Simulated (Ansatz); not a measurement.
ZnO:
```xyz
4
Lattice="3.2349 0.0000 0.0000 -1.6175 2.8015 0.0000 0.0000 0.0000 5.2119" Properties=species:S:1:pos:R:3 pbc="T T T"
Zn     1.6175     0.9338     0.0124
Zn     0.0000     1.8677     2.6183
O      1.6175     0.9338     3.2461
O      0.0000     1.8677     0.6401
```

x, y and z are the axes in which the lattice vectors are written.

Problem. Give the high-frequency dielectric tensor and the Born effective charge tensors of the independent atoms from DFPT, plane-wave PAW r²SCAN (Ansatz code).

Solution. 
ε∞:
```
4.35  0.00  0.00
0.00  4.35  0.00
0.00  0.00  4.41
```
Z* of atom 1 (Zn), rows: field, columns: displacement, in e:
```
2.09  0.00  0.00
0.00  2.09  0.00
0.00  0.00  2.14
```
Z* of atom 3 (O), rows: field, columns: displacement, in e:
```
-2.09   0.00   0.00
 0.00  -2.09   0.00
 0.00   0.00  -2.14
```

Static charges for comparison (Bader): Zn1 +1.28, O3 -1.28 e. Born charges measure polarisation by displacement and can exceed these by far.

Space group P6_3mc (wurtzite). Symmetry was held in the r²SCAN relaxation; phonons on a q-mesh show no instability.

Potentials: the later of the program's two PAW sets.
